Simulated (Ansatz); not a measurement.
BAs (zinc blende), relaxed and computed with several functionals in Ansatz (plane waves, PAW).

```tsv
functional	a (Å)	gap (eV)	B₀ by P(V) fit (GPa)
PBE	4.809	1.20	131
r²SCAN	?	?	?
HSE06	4.772	1.82	146
```

Q: Some entries are withheld; supply them.

A: 
- r²SCAN, a (Å): 4.784
- r²SCAN, gap (eV): 1.37
- r²SCAN, B₀ by P(V) fit (GPa): 141

All cells were relaxed under the symmetry of their starts (and spin orders); stability against distortions was not tested throughout. Spin–orbit coupling is left out wherever it is not named.

Potentials: the later of the program's two PAW sets.

Ansatz (a quantum-chemistry and plane-wave program) is a plane-wave DFT program.
